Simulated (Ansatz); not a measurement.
# A relaxed cell of K$_{2}$IBr against its rivals

Atoms and cell were relaxed at zero pressure (-0.4 % in volume from the start). The relaxed cell:

```yaml
crystal:
  lattice:
    - [8.20058, 0.00000, -0.00002]
    - [0.00000, 4.74113, 0.00000]
    - [0.00002, 0.00000, 8.28536]
  atoms:
    - { symbol: K, position: [0.53219, 0.00000, 0.74300] }
    - { symbol: K, position: [0.99906, 0.50000, 0.75700] }
    - { symbol: K, position: [0.53219, 0.00000, 0.25700] }
    - { symbol: K, position: [0.99906, 0.50000, 0.24300] }
    - { symbol: I, position: [0.17865, 0.00000, 0.50000] }
    - { symbol: I, position: [0.35261, 0.50000, 0.00000] }
    - { symbol: Br, position: [0.68529, 0.50000, 0.50000] }
    - { symbol: Br, position: [0.84596, 0.00000, 0.00000] }
```

Space group Pmmn (No. 59); conventional cell a = 4.741 Å, b = 8.285 Å, c = 8.201 Å, α = 90.00°, β = 90.00°, γ = 90.00°.

Method: r2SCAN in Ansatz 0.2.0, PAW datasets, plane waves to 500 eV, 4×6×4 Γ-centred mesh, fermi-dirac occupations of width 0.100 eV. Spin: none; no U, no spin-orbit coupling.

Task: What is its formation energy?

Result: -1.819 eV an atom at 0 K against the elements' lowest computed crystals and the free molecules of gases, with no empirical correction.

Task: Does it lie on the convex hull?

Result: Among the phases that we computed and relaxed alike, the lowest mixture with other formulas is 50 % KBr + 50 % KI (shares of atoms). The cell lies 29 meV an atom above it, so it would gain by splitting into them.

The start was: a known structure type with other elements put in, at an estimated volume. An invented cell need not be a known compound.

Caveats: differences under 20 meV an atom lie within the error of meshes and cutoff; the relaxation keeps the start's symmetry, so a distorted cell may lie lower; no spin-orbit coupling, which can move compounds of heavy elements by tens of meV.
